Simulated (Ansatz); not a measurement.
Q: Mg (hcp (Mg type), space group No. 194) is relaxed with LDA (plane waves, PAW; program Ansatz). What lattice parameters of the conventional cell result?

A: a = 3.147 Å, c = 5.038 Å.

Space group P6_3/mmc (hcp (Mg type)). The LDA relaxation kept the symmetry of its start. Axis ratios of metals converge slowly with the k-mesh, so a and c are less sure than the volume.

Potentials: the later of the program's two PAW sets.
